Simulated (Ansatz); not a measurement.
CdS:
Space group F-43m (No. 216); a = b = c = 5.8778 Å, α = β = γ = 90.00°

```json
[
 {"atom": "S", "site": "4c", "symmetry": "-43m", "x": "0.2500", "y": "0.2500", "z": "0.2500"},
 {"atom": "Cd", "site": "4a", "symmetry": "-43m", "x": "0.0000", "y": "0.0000", "z": "0.0000"}
]
```
(The calculation used a cell of 2 atoms; values per cell refer to that cell.)

Relaxed with r²SCAN. r²SCAN in the plane-wave PAW code Ansatz gives a gap of 1.54 eV.

**Question.** What gap does HSE06 give on the same cell (Ansatz, PAW)?

**Answer.** 2.11 eV, 0.56 eV more. The hybrid was solved on a coarser mesh and at special points; its gap is the smallest among all of these.

```csv
k,v1 r²SCAN,c1 r²SCAN,v1 HSE06,c1 HSE06
Γ,0.00,1.54,0.00,2.11
X,-1.84,3.89,…,…
L,-0.73,3.44,…,…
W,-2.16,5.73,…,…
K,-1.49,4.61,…,…
```

**Question.** Top valence (v1) and lowest conduction level (c1) in eV from each method's valence maximum (which need not be a listed point): supply the withheld HSE06 values.

**Answer.** 
- W, v1 HSE06: -2.29
- W, c1 HSE06: 6.41
- X, v1 HSE06: -1.93
- X, c1 HSE06: 4.49
- K, v1 HSE06: -1.57
- K, c1 HSE06: 5.25
- L, v1 HSE06: -0.77
- L, c1 HSE06: 4.07

Cost on shared cores: the r²SCAN run (SCF on a 8×8×8 mesh, then bands and DOS) very roughly 40 core-seconds, the HSE06 run (SCF on 6×6×6, then a few points) very roughly 2.7 core-minutes; the tasks are unlike.

The cell was relaxed with r²SCAN under the symmetry of its start. Scalar-relativistic: spin–orbit coupling is off unless named, which matters more the heavier the elements.

Potentials: the later of the program's two PAW sets.
